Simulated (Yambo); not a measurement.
Yambo run on La2O3 (space group P-3m1, No. 164). The wavefunctions are PBEsol (Quantum ESPRESSO, PseudoDojo norm-conserving, 110 Ry, with spin-orbit coupling) ones on a 3×3×2 mesh (40 occupied bands); a = b = 3.9308 Å, c = 6.1120 Å, α = β = 90.00°, γ = 120.00°.

Yambo input:

```
rim_cut
HF_and_locXC
RandQpts= 1000000
RandGvec= 1 Ry
EXXRLvcs= 110 Ry
VXCRLvcs= 440 Ry
% QPkrange
 1 | 1 | 40 | 41 |
 2 | 2 | 40 | 41 |
 4 | 4 | 40 | 41 |
 5 | 5 | 38 | 42 |
 6 | 6 | 40 | 41 |
%
```

k points by index: 1 = Γ, 2 = A, 4 = (0, 0.333, -0.5), 5 = K, 6 = H.

Table of the .hf output:

```
#    K-point    Band    Eo [eV]    Ehf [eV]    Vxc [eV]    Vnlxc [eV]
#
    1    40    -0.048744    -4.720097    -18.71052    -23.38187
    1    41    4.269256    11.96959    -11.69602    -3.995689
    2    40    -0.167567    -4.831109    -18.42511    -23.08866
    2    41    4.693145    14.97417    -14.26866    -3.987630
    4    40    0.000000    -4.726067    -18.78262    -23.50868
    4    41    4.422970    12.54843    -13.83533    -5.709870
    5    38    -0.732710    -5.853000    -17.61256    -22.73285
    5    39    -0.018458    -4.690348    -19.00359    -23.67548
    5    40    -0.018458    -4.690348    -19.00359    -23.67548
    5    41    3.845947    9.231256    -11.64615    -6.260842
    5    42    3.845947    9.231256    -11.64615    -6.260842
    6    40    -0.098886    -4.760559    -18.95919    -23.62087
    6    41    4.244888    11.00499    -12.73944    -5.979338
```
Exchange alone, without screening.

Geometry of the Materials Project entry, not relaxed at this level.
